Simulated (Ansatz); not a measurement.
# Bi: computed property card

Bi:
```
CELL_PARAMETERS angstrom
      4.58831     0.00000     0.00000
      0.00000     4.58831     0.00000
      0.00000     0.00000     3.26723
ATOMIC_POSITIONS crystal
  Bi 0.00000 0.50000 0.52811
  Bi 0.50000 0.00000 0.47189
```

Space group P4/nmm (No. 129); conventional cell a = b = 4.5883 Å, c = 3.2672 Å, α = β = γ = 90.00°.

Method: r²SCAN (plane waves, PAW; program Ansatz). The cell and atoms are relaxed at this level. Other levels are named where they apply.

Cell and energy:

| Property | Value |
|---|---|
| Volume per atom | 34.39 Å³ |
| Density | 10.09 g/cm³ |

Electronic structure:

| Quantity | Value |
|---|---|
| Electronic character | metallic (no gap) |
| Density of states at the Fermi level | 0.59 states/eV per atom (mean over ±0.08 eV) |
| Gap with spin–orbit coupling | none (metallic) |

Mechanics:

| Quantity | Value |
|---|---|
| Bulk modulus (Birch–Murnaghan fit) | 49.9 GPa |
| Pressure derivative B′ | 3.6 |
| Elastic constants (relaxed ions, GPa) | C11 = 80.7, C12 = 64.6, C13 = 11.6, C33 = 124, C44 = 8.7, C66 = 58.9 |
| Mechanical stability | stable (all eigenvalues of C positive) |
| Hill bulk and shear moduli | 51.2 and 20.6 GPa |
| Young's modulus | 54.6 GPa |
| Poisson's ratio | 0.32 |
| Debye temperature from the elastic constants | 147 K |

Phonons:

| Quantity | Value |
|---|---|
| Highest zone-centre frequency | 5.9 meV |
| Zone-centre stability | no imaginary mode at Γ |

The first step of the workflow began from a Materials Project structure, measured or hypothetical; the Crystallography Open Database copy checked does not list it. It is not the phase usual at ambient conditions (space group No. 166). The r²SCAN relaxation kept the symmetry of its start. As this level gives no gap, shear constants depend on the k-mesh and smearing (Fermi–Dirac, 0.1 eV here). As this level gives no gap, phonon frequencies hold no LO–TO term and depend on the k-mesh and smearing (Fermi–Dirac, 0.1 eV here). Axis ratios of metals converge slowly with the k-mesh, so a and c are less sure than the volume. On the denser mesh and wider smearing of the elastic run this cell carries a stress of 0.6 GPa. Scalar-relativistic: spin–orbit coupling is off unless named, which matters more the heavier the elements.

Potentials: the earlier of the program's two PAW sets.
